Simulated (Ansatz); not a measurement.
# KSb₂O₅, before and after

The cell of KSb₂O₅ is invented: 5-connected net, bridging atoms on its edges, guests in its cages (P6/mmm, No. 191) (guest K). The dimensions are guesses.

start.cif

```cif
data_structure
_symmetry_space_group_name_H-M 'P6/mmm'
_symmetry_Int_Tables_number 191
_cell_length_a 6.7277
_cell_length_b 6.7277
_cell_length_c 3.8874
_cell_angle_alpha 90.000
_cell_angle_beta 90.000
_cell_angle_gamma 120.000
_cell_volume 152.38
loop_
_atom_site_label
_atom_site_type_symbol
_atom_site_symmetry_multiplicity
_atom_site_Wyckoff_symbol
_atom_site_fract_x
_atom_site_fract_y
_atom_site_fract_z
_atom_site_occupancy
K1 K 1 a 0.00000 0.00000 0.00000 1
Sb1 Sb 2 d 0.33333 0.66667 0.50000 1
O1 O 2 c 0.33333 0.66667 0.00000 1
O2 O 3 g 0.00000 0.50000 0.50000 1
```

The calculation used DFT PBE, scalar-relativistic, plane waves, PAW (Ansatz 0.2.0). Cutoff 420 eV, Gaussian smearing, Γ-centred meshes. Cell and atoms relax first on a coarse mesh and then on a finer one. In between, the cell is made exact in the group found at 0.06 Å. In metals the finer mesh still leaves noise of several meV/atom or more. The steps can't lower the symmetry of their start. No spin polarisation.

end.cif

```cif
data_structure
_symmetry_space_group_name_H-M 'P6/mmm'
_symmetry_Int_Tables_number 191
_cell_length_a 6.8485
_cell_length_b 6.8485
_cell_length_c 4.0088
_cell_angle_alpha 90.000
_cell_angle_beta 90.000
_cell_angle_gamma 120.000
_cell_volume 162.83
loop_
_atom_site_label
_atom_site_type_symbol
_atom_site_symmetry_multiplicity
_atom_site_Wyckoff_symbol
_atom_site_fract_x
_atom_site_fract_y
_atom_site_fract_z
_atom_site_occupancy
K1 K 1 a 0.00000 0.00000 0.00000 1
Sb1 Sb 2 d 0.33333 0.66667 0.50000 1
O1 O 2 c 0.33333 0.66667 0.00000 1
O2 O 3 g 0.00000 0.50000 0.50000 1
```

The symmetry stays P6/mmm (No. 191). The volume per atom grows by 6.9 %, from 19.0 to 20.4 Å³. The shortest distance goes from 1.94 Å (Sb–O) to 1.98 Å (Sb–O).

| Property | Result |
| --- | --- |
| Volume per atom | 20.35 Å³ |
| Density | 3.70 g/cm³ |
| Formation energy | −1.11 eV/atom |
| Gap on the 6×6×10 mesh of the 8-atom cell | 0 eV (a metal) |

Energies over the elements count from the elements' standard structures at the same level (O₂ as a molecule), with no fitted energy shifts. A negative formation energy is needed for stability but isn't enough: competing phases decide.

The last run used Gaussian smearing of 0.10 eV. These runs have no spin–orbit coupling, which can matter for Sb. An odd number of electrons in the primitive cell allows no gap without spin; a larger cell or a magnetic state could open one. A structure relaxed within its symmetry needn't be a true minimum. In all, the 3 runs took 100 s on 1 thread of Arm Neoverse V1 (shared host).
